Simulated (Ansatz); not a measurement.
Relaxed-ion elastic tensor of TiZn2O4 in space group Imma (No. 74; Pearson symbol oI28) in GPa (Voigt order), r²SCAN (plane waves, PAW; program Ansatz); density 5.34 g/cm³, 10.78 Å³ per atom.

```
 258  99.2   151   0.0   0.0   0.0
99.2   343   135   0.0   0.0   0.0
 151   135   227   0.0   0.0   0.0
 0.0   0.0   0.0  84.5   0.0   0.0
 0.0   0.0   0.0   0.0  79.7   0.0
 0.0   0.0   0.0   0.0   0.0  39.2
```

Problem. Is the crystal mechanically stable?

Solution. Yes: the smallest eigenvalue of C is 39.2 GPa.

Problem. Work out the Voigt, Reuss and Hill averages.

Solution. K_V = 178, K_R = 176, K_H = 177; G_V = 70.3, G_R = 60.2, G_H = 65.2 GPa.

Problem. Give Young's modulus, Poisson's ratio, Pugh's ratio and the universal anisotropy index.

Solution. E = 9KG/(3K + G) = 174 GPa; ν = 0.34; K/G = 2.71 (ductile by the Pugh limit of 1.75); A_U = 5G_V/G_R + K_V/K_R − 6 = 0.85.

Problem. Estimate the sound speeds and the Debye temperature.

Solution. v_l = √((K + 4G/3)/ρ) = 7030 m/s, v_t = √(G/ρ) = 3500 m/s, mean 3920 m/s; Θ = (h/k)(3n/4πV)^(1/3) v_m = 529 K.

Problem. Solve the Christoffel equation for the three sound speeds along x, y, z.

Solution. Eigenvalues of C_ijkl n_j n_l equal ρv². In km/s, slowest first: x 2.71, 3.87, 6.95; y 2.71, 3.98, 8.02; z 3.87, 3.98, 6.53.

Problem. How much does each axis shrink under pressure?

Solution. Linear compressibilities β_i = Σ_j S_ij (j = 1 to 3): x 2.0, y 1.5, z 2.2 per TPa.

The first step of the workflow began from a Materials Project structure, measured or hypothetical; the Crystallography Open Database copy checked does not list it. COD files the formula under space group No. 95. With Ti and Zn taken as one species the cell has the higher symmetry Fd-3m, so it may be an ordered model of a mixed-site phase. Its standing as an ambient phase is unchecked. The r²SCAN relaxation kept the symmetry of its start; its stability against distortions is not shown here. No spin polarisation was allowed.

Potentials: the later of the program's two PAW sets.
